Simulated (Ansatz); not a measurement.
MoW:
```
CELL_PARAMETERS angstrom
      0.00000     2.60578     2.60578
      2.60578     0.00000     2.60578
      2.60578     2.60578     0.00000
ATOMIC_POSITIONS crystal
  Mo 0.00000 0.00000 0.00000
  W  0.50000 0.50000 0.50000
```

Relaxed with r²SCAN.

**Question.** Map the valence electron density (e/Å³), cut off at 4 on the plane through (0.000, 0.000, 0.000) spanned by u = [1, 0, 0] and v = [0, 1, -1] in lattice vectors, from DFT-r²SCAN in the program Ansatz with PAW potentials.

**Answer.** x is the fraction of u, y of v (the angle between them is 90°; rows are the nearest grid lines); atoms in the plane: Mo at (0.00, 0.00), W at (0.50, 0.50).
```
|@@@@-         -@@@@|
|@@@%-         -%@@@|
|@@@+:         :+@@@|
|@%+-.         .-+%@|
|--:.           .:--|
|      .:---:.      |
|     .-*%%%*-.     |
|     :*@@@@@*:     |
|     -%@@@@@%-     |
|     -%@@%@@%-     |
|     -%@@@@@%-     |
|     :*@@@@@*:     |
|     .-*%%%*-.     |
|      .:---:.      |
|--:.           .:--|
|@%+-.         .-+%@|
|@@@+:         :+@@@|
|@@@%-         -%@@@|
|@@@@-         -@@@@|
```
Scale: ten equal steps from 0.213 (start of ' ') to 4.00 (end of '@'), in the order ' .:-=+*#%@'; x runs from 0.000 to 1.00, y from 0.000 (bottom) to 1.00 (top).

The density is the valence pseudo-density with augmentation charge, so density and ELF within about 1 Å of a nucleus are not all-electron values.

Space group Fm-3m (rock salt). The start of the workflow was typed in or built on a structure type; neither database checked (COD, Materials Project) lists it. Its standing as an ambient phase is unchecked. The cell was relaxed with r²SCAN under the symmetry of its start. At this level the phase is mechanically unstable. No spin polarisation was allowed. Its formation energy is positive at this level, so the cell may be metastable or incomplete. Spin–orbit coupling is left out wherever it is not named.

Potentials: the later of the program's two PAW sets.
